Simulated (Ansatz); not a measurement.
LaC2:
```yaml
crystal:
  lattice:
    - [-1.98880, 2.40209, 2.67527]
    - [1.98880, -2.40209, 2.67527]
    - [1.98880, 2.40209, -2.67527]
  atoms:
    - { symbol: La, position: [0.00000, 0.00000, 0.00000] }
    - { symbol: C, position: [0.63485, 0.50000, 0.13485] }
    - { symbol: C, position: [0.36515, 0.50000, 0.86515] }
```

Relaxed with PBEsol. Special points in fractions of this cell's reciprocal vectors: Γ (0.000, 0.000, 0.000); X (0.500, 0.500, -0.500); F2 (0.388, 0.612, -0.388); Σ0 (-0.388, 0.388, 0.388); Y0 (0.452, -0.452, 0.452); U0 (0.548, 0.452, -0.452); R (0.000, 0.500, 0.000); W (0.250, 0.250, 0.250); S (0.500, 0.000, 0.000); T (0.000, 0.000, 0.500).

Question: List the band energies nearest the Fermi level at these points for plane-wave PAW PBEsol (Ansatz code).

Answer: In eV from the Fermi level; about four levels below and three above (degenerate sets whole), none deeper than 8.9 eV; points with the same levels are listed once.

```
k                     below           above
--  -----------------------  --------------
Γ   -3.48 -3.10 -1.75 -0.74  1.79 1.88 1.89
X   -5.32 -4.42 -3.50 -3.36  0.33 0.95 2.11
F2  -5.92 -4.22 -3.66 -3.41  1.16 1.52 1.71
Y0  -5.58 -4.14 -3.60 -3.37  0.40 1.10 1.97
R   -6.91 -5.62 -4.60 -2.60  1.02 1.94 2.01
W   -5.51 -4.80 -4.22 -3.88  0.20 0.69 1.73
S   -7.21 -4.94 -4.58 -2.55  0.75 1.63 1.86
T   -3.98 -3.87 -3.14 -1.80  0.98 2.07 2.18
```

Space group Immm. The first step of the workflow began from a Materials Project structure, measured or hypothetical; the Crystallography Open Database copy checked does not list it. COD files the formula under space group No. 139. Its standing as an ambient phase is unchecked. Symmetry was held in the PBEsol relaxation; its stability against distortions is not shown here. Spin–orbit coupling is left out wherever it is not named.

Potentials: the later of the program's two PAW sets.
